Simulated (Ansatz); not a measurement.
**Question.** Ga (α-Ga, Cmce) is relaxed with PBE in the plane-wave PAW code Ansatz. What lattice parameters of the conventional cell result?

**Answer.** a = 4.580 Å, b = 7.743 Å, c = 4.583 Å.

**Question.** Give the free coordinates with the occupied sites.

**Answer.** In one choice of origin and axes:

| atom | site | symmetry | x | y | z |
|---|---|---|---|---|---|
| Ga | 8f | m.. | 0.0000 | 0.3437 | 0.4177 |

Symmetry was held in the PBE relaxation. Axis ratios of metals converge slowly with the k-mesh, so a and c are less sure than the volume.

Potentials: the later of the program's two PAW sets.
